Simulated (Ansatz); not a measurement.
## Data sheet: CuAu₃ (DFT)

CuAu3 (Cu3Au type, space group No. 221), a = b = c = 4.011 Å, α = β = γ = 90.00°.

Space group Pm-3m (No. 221), Cu3Au type; conventional cell a = 4.011 Å, b = 4.011 Å, c = 4.011 Å, α = 90.00°, β = 90.00°, γ = 90.00°.

Method: r²SCAN (plane waves, PAW; program Ansatz). The cell and atoms are relaxed at this level. Other levels are named where they apply.

Cell and energy:

```
Quantity                                                        Value
-----------------------------------------------------  --------------
Volume per atom                                              16.13 Å³
Density                                                   16.84 g/cm³
Formation energy from the elements (no fitted shifts)  -0.021 eV/atom
```

Electronic structure:

```
Property                                                                     Value
------------------------------------  --------------------------------------------
Electronic character                                             metallic (no gap)
Density of states at the Fermi level  0.27 states/eV per atom (mean over ±0.08 eV)
Gap with spin–orbit coupling                                       none (metallic)
```

Mechanics:

```
Property                             Result
----------------------------------  -------
Bulk modulus (Birch–Murnaghan fit)  154 GPa
Pressure derivative B′                  5.5
```

Charges:

```
Quantity                     Result
-------------  --------------------
Bader charges  Au -0.14, Cu +0.42 e
```

The workflow started from an entry of the Crystallography Open Database (COD). Its standing as an ambient phase is unchecked. Symmetry was held in the r²SCAN relaxation; whether a distortion lowers the energy is not shown. The run is not spin-polarised. The references are the lowest solids computed at this level, not always the standard phases. Scalar-relativistic: spin–orbit coupling is off unless named, which matters more the heavier the elements.

Potentials: the later of the program's two PAW sets.
